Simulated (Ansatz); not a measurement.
**Fields on a plane of HfO2 (fluorite)**

```
HfO2
1.0
    0.00000     2.54906     2.54906
    2.54906     0.00000     2.54906
    2.54906     2.54906     0.00000
Hf O
1 2
Direct
  0.00000   0.00000   0.00000
  0.25000   0.25000   0.25000
  0.75000   0.75000   0.75000
```

The slice is a {100} plane (indices of the conventional cell) through the point (0.750, 0.750, 0.750) (fractional), spanned by u = [100] and v = [0 1 -1] in vectors of this cell: u (3.60 Å) and v (3.60 Å, at 90° to u). It covers one period; positions are fractions (u, v).

Atoms on it: O at (0.50, 0.50); O at (0.00, 0.00).

These are PBE (plane waves to 420 eV, PAW, scalar-relativistic; Ansatz, a program for electronic structure) values and carry that method's errors. k mesh 11×11×11. Near the nuclei the fields are pseudised (PAW); where an atom keeps semicore shells as valence, they peak there. HfO2 is run without spin polarisation. HfO2 was relaxed with its symmetry unable to fall. Spin-orbit coupling is left out, though Hf is heavy. The PAW data are Ansatz's earlier set. This is a high-temperature form of HfO2.

```
|xxxx%%@@@@##--              --##@@@@%%xx|
|xx%%@@@@%%++::              ::++%%@@@@%%|
|@@@@@@@@##--..              ..--##@@@@@@|
|@@@@%%##--..  ..::------::..  ..--##%%@@|
|####++--..  ..--++######++--..  ..--++##|
|----::..  ..--##%%@@@@@@%%##--..  ..::--|
|        ..--##@@@@@@@@@@@@@@##--..      |
|        ::++%%@@@@%%xx%%@@@@%%++::      |
|        --##@@@@%%xxxxxx%%@@@@##--      |
|        --##@@@@xxxxxxxxxx@@@@##--      |
|        --##@@@@%%xxxxxx%%@@@@##--      |
|        ::++%%@@@@%%xx%%@@@@%%++::      |
|        ..--##@@@@@@@@@@@@@@##--..      |
|----::..  ..--##%%@@@@@@%%##--..  ..::--|
|####++--..  ..--++######++--..  ..--++##|
|@@@@%%##--..  ..::------::..  ..--##%%@@|
|@@@@@@@@##--..              ..--##@@@@@@|
|xx%%@@@@%%++::              ::++%%@@@@%%|
|xxxx%%@@@@##--              --##@@@@%%xx|
|xxxxxx@@@@##--              --##@@@@xxxx|
```
Scale: ten equal steps from 0.03 (start of ' ') to 0.81 (end of '@'), in the order ' .:-=+*#%@'. Values: electron localisation function (ELF). The map has 20 points along u (two characters each, u = 0 at the left) and 20 along v (v = 0 in the bottom row). Points within 0.4 Å of a nucleus are blanked (x), as the pseudised field means little there.

```tsv
v \ u	0.00	0.10	0.20	0.30	0.40	0.50	0.60	0.70	0.80	0.90
0.90	x	x	x	7.0	4.6	3.4	4.6	6.9	x	x
0.80	x	x	8.3	8.2	6.9	6.2	6.9	8.2	8.2	x
0.70	6.2	6.9	8.2	8.3	x	x	x	8.2	8.2	6.9
0.60	3.4	4.6	7.0	x	x	x	x	x	6.9	4.6
0.50	1.9	3.4	6.2	x	x	x	x	x	6.2	3.5
0.40	3.4	4.6	7.0	x	x	x	x	x	6.9	4.6
0.30	6.2	6.9	8.2	8.3	x	x	x	8.2	8.2	6.9
0.20	x	x	8.3	8.2	6.9	6.2	6.9	8.2	8.2	x
0.10	x	x	x	7.0	4.6	3.4	4.6	6.9	x	x
0.00	x	x	x	6.2	3.4	1.9	3.5	6.2	x	x
```

Values: electrostatic potential energy of an electron, from the cell's mean, in eV. Points within 0.9 Å of a nucleus are blanked (x), as the pseudised field means little there. The zero, the cell's mean, hangs on the PAW cores.
